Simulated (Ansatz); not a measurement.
Hf: stationary points along a deformation path

Theory: Ansatz 0.2.0, DFT PBEsol, scalar-relativistic, plane waves, PAW. Cutoff 420 eV, Γ-centred 20×20×20 k-points, Gaussian smearing of 0.15 eV. Spin–orbit coupling is left out, which can shift energies with elements as heavy as these. No spin polarisation. Energies are free energies at this smearing, counted from the undisturbed cell; pressure is positive in compression.

Zero of the scan (as given, not relaxed at this level; it stands at -9.0 GPa; this bcc form isn't the usual structure):

```yaml
crystal:
  lattice:
    - [-1.80500, 1.80500, 1.80500]
    - [1.80500, -1.80500, 1.80500]
    - [1.80500, 1.80500, -1.80500]
  atoms:
    - { symbol: Hf, position: [0.00000, 0.00000, 0.00000] }
```

At fixed volume and fractional coordinates, lengths along (0.577, 0.577, 0.577) are scaled against those across it; ρ is that ratio over its starting value. V = 23.523 Å³/atom. Δσ is the stress along the axis less the mean stress across it (compression positive).

| ρ | ΔE (meV/atom) | Δσ (GPa) | space group |
| --- | --- | --- | --- |
| 0.500 | 4918.2 | 242.48 | R-3m |
| 0.600 | 1834.7 | 114.92 | R-3m |
| 0.710 | 540.9 | 49.66 | R-3m |
| 0.850 | 77.5 | 9.00 | R-3m |
| 0.930 | 19.9 | 5.03 | R-3m |
| 1.000 | 0.0 | 0.00 | Im-3m |
| 1.080 | 26.5 | -7.04 | R-3m |
| 1.200 | 143.0 | -14.84 | R-3m |
| 1.410 | 390.6 | -16.29 | R-3m |
| 1.700 | 716.7 | -16.23 | R-3m |
| 2.000 | 853.0 | 0.00 | Pm-3m |

Task: How does the stress give the slope of the energy, and where is the energy stationary?

Result: Along the path d ln(length) is 2/3 d ln ρ on the axis and −1/3 d ln ρ across it, so dE/d ln ρ = −(2/3) V Δσ: the energy falls with ρ where Δσ is positive. Δσ vanishes or changes sign at ρ = 1.000 (Im-3m), a minimum at 0.0 meV/atom; at ρ = 2.000 (Pm-3m, an end of the scan), at 853.0 meV/atom. Pairs of stationary points between two samples would go unseen, and could change a minimum read from distant neighbours into a maximum. At ρ = 1.000, 2.000 the cell is cubic, where symmetry alone makes the stress isotropic and the slope zero.

Task: Which shear constant sets the curvature at ρ = 1?

Result: For a cubic crystal E/V = (2/3) C (ln ρ)² with C = C44, so Δσ = −2C ln ρ. The parabola of Δσ against ln ρ through ρ = 0.930, 1 and 1.080 gives C ≈ 40 GPa with the ions clamped, rough because the steps are large. It is the stress–strain coefficient at this cell's pressure of -9.0 GPa, not the zero-pressure constant.

In a metal these slopes depend on the k mesh and the smearing.